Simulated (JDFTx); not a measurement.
* **surface**: Au(100)
* **bulk**: Au, Fm-3m, lattice of mp-81 (not re-optimised)
* **slab**: 4 atoms in 4 planes, 1x1, 6.2 Å between the outermost planes
* **in-plane cell**: 2.950 × 2.950 Å, 8.70 Å²
* **cell height**: 22.3 Å
* **sampling**: 8×8×1 k mesh, Fermi smearing 0.01 Ha, no spin polarisation

Profiles through the double layer of this slab, charged, in CANDLE, water, 1 M NaF; PBE, GBRV ultrasoft potentials, plane waves to 20/100 Ha, a modified build of JDFTx. z is the height above the outermost atoms, φ the plane-averaged electrostatic potential energy of an electron (zero in the bulk liquid), ρ_b the bound charge of solvent and ions, s the cavity shape function (0 in the solid, 1 in the liquid).

```
z (Å)  n (e/Å³)     s  φ (eV)  ρ_b (10⁻³ e/Å³)
-----  --------  ----  ------  ---------------
0.87     0.2359  0.00  -2.100            -0.01
1.34     0.0568  0.00  -1.166            -0.40
1.80     0.0139  0.00  -0.291            -3.95
2.26     0.0034  0.07  -0.045            -1.68
2.73     0.0008  0.31  -0.023             0.50
3.19     0.0002  0.61  -0.017             0.17
3.66     0.0001  0.88  -0.014             0.04
4.12     0.0000  0.99  -0.012             0.01
4.59     0.0000  1.00  -0.010             0.00
5.05     0.0000  1.00  -0.009             0.00
5.52     0.0000  1.00  -0.007             0.00
5.98     0.0000  1.00  -0.006             0.00
6.45     0.0000  1.00  -0.005             0.00
6.91     0.0000  1.00  -0.005             0.00
7.37     0.0000  1.00  -0.004             0.00
7.84     0.0000  1.00  -0.003             0.00
```

Q: Is the electrode positively or negatively charged, and roughly by how much?

A: Positively: σ = 4.0 μC/cm² per face. The liquid's bound charge is of the opposite sign overall, and far from the surface φ decays with the screening length (3.0 Å).
